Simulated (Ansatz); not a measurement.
## Kick test of a cell of ZrTi2C3

The cell was found from a structure generator's guess, not taken from experiment.

These are results of DFT PBE, scalar-relativistic, plane waves, PAW (Ansatz), not measurements. Cutoff 420 eV; k points 12×12×6 on the computed 6-atom cell (Γ-centred); Gaussian smearing, width 0.10 eV; no spin polarisation.

The cell below (6 atoms, space group P-3m1 (No. 164)) is relaxed within its symmetry.

```
Zr Ti C
1.0
     3.16471    0.00000    0.00000
    -1.58235    2.74072    0.00000
     0.00000    0.00000    7.71047
Zr Ti C
1 2 3
Direct
  0.00000 0.00000 0.00000
  0.66667 0.33333 0.34066
  0.33333 0.66667 0.65934
  0.33333 0.66667 0.18150
  0.00000 0.00000 0.50000
  0.66667 0.33333 0.81850
```

For the test a repeat of it with 12 atoms (edges 3.16, 5.48, 7.71 Å) was strained at random (σ = 1.5 % a component), the atoms were moved at random (σ = 0.05 Å), and all was relaxed again on a coarse 8×4×4 mesh (in the run’s order of axes) with 0.20 eV smearing, with no symmetry imposed.

Question: What happens?

Answer: It returns, within 1 meV/atom of the unmoved cell on that mesh and with the same symmetry when read at 0.1 Å. So it is stable against the distortions that fit this cell and that this random move excites. Modes that don't fit the cell aren't tested.
